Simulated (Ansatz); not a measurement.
V3Si, first-principles data

V3Si:
```
CELL_PARAMETERS angstrom
      0.00000     2.93052     2.93052
      2.93052     0.00000     2.93052
      2.93052     2.93052     0.00000
ATOMIC_POSITIONS crystal
  Si 0.00000 0.00000 0.00000
  V  0.50000 0.50000 0.50000
  V  0.25000 0.25000 0.25000
  V  0.75000 0.75000 0.75000
```
The run is spin-polarised; directions of the spins, atom by atom: 0 0 0 0.

Space group Fm-3m (No. 225); conventional cell a = b = c = 5.8610 Å, α = β = γ = 90.00°.

Method: PBEsol (plane waves, PAW; program Ansatz). Geometry: relaxed at this level of theory. Other levels are named where they apply.

**Cell and energy**

* **Volume per atom**: 12.58 Å³
* **Density**: 5.97 g/cm³
* **Formation energy from the elements (no fitted shifts)**: -343 meV/atom

**Electronic structure**

- Electronic character = metallic (no gap)
- Density of states at the Fermi level = 1.3 states/eV per atom (mean over ±0.08 eV)

**Magnetism**

* **Magnetic order**: ferromagnetic
* **Net moment**: 0.09 μB per atom

**Mechanics**

- Bulk modulus (Birch–Murnaghan fit) = 207 GPa
- Pressure derivative B′ = 4.4
- Mechanical stability = stable (all eigenvalues of C positive)

The cell is a constructed one: a structure type filled with these elements; neither database checked (COD, Materials Project) lists it. COD files the formula under space group No. 223. Whether it is the stable phase at ambient conditions was not checked. The PBEsol relaxation kept the symmetry of its start; whether a distortion lowers the energy is not shown. Magnetic state: ferromagnetic, the only order run, not a proven ground state. Point labels and valley counts follow the cell and symmetry of the run, lower than the named group. The references are the lowest solids computed at this level, not always the standard phases.

Potentials: the earlier of the program's two PAW sets. The files were generated under PBE; for other functionals the program regenerates the frozen cores, and for LDA and PBEsol the local potential too.
